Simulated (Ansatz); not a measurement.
**Field gradients of GePt from run to run**

Cell of run 1: a structure deposited in the COD, ions relaxed with PBE at fixed cell.

Space group Pnma (No. 62); a = 5.7320, b = 3.7010, c = 6.0880 Å.

```csv
site,Wyckoff,site symmetry,x,y,z
Ge,4c,.m.,0.8168,0.7500,0.5879
Pt,4c,.m.,0.9981,0.7500,0.1902
```

One atom of each set is listed.

All runs are DFT with Ansatz 0.2.0 (plane waves and PAW, scalar-relativistic unless spin–orbit coupling is named, Γ-centred meshes, Fermi–Dirac smearing where given) in this cell.

Run 1: PBE, atoms relaxed; 420 eV, 8×13×8 k-points, smearing 0.05 eV.
Run 2: r2SCAN, at the relaxed atoms; 500 eV, 8×13×8 k-points, smearing 0.05 eV.
Run 3: PBE with spin–orbit coupling, at the relaxed atoms; 420 eV, 8×13×8 k-points, smearing 0.05 eV.
Run 4: LDA, at the relaxed atoms; 420 eV, 8×13×8 k-points, smearing 0.05 eV.

```tsv
run	Ge V_zz (η)	Pt V_zz (η)
1	-6.65 (1.00)	4.45 (0.28)
```

The results of the other runs, out of order. V_zz in 10²¹ V/m².

```tsv
result	Ge V_zz (η)	Pt V_zz (η)
A	6.94 (1.00)	5.14 (0.28)
B	-6.71 (0.98)	4.28 (0.34)
C	6.71 (0.98)	3.85 (0.41)
```

Task: Which result belongs to which run?

Result: A is run 2, B is run 4, C is run 3. Taken one at a time, the functional (between the two that differ most) moves the tensors on these sites by up to 1.04 (largest principal value of the change, on Pt), spin–orbit coupling by 0.60 (Pt). Without a gap such differences can lie within the error of the k-mesh, so this order isn't firm. On some sites the largest principal value moves to another axis from run to run, and the sign of V_zz can flip with it. On Ge η is near 1, so the change of sign is little more than a relabelling of axes.

With these PAW files V_zz is typically within 2 to 3 % of all-electron values, but misses above 10 % occur on Pt. In runs 1, 2, 3, 4 there is no gap above 0.1 eV, so the gradients can move by 10 % or more with the k-mesh. The cell isn't the equilibrium one in runs 1, 3 (calculated pressure 7, 7 GPa), and the entry's cell may itself be off.
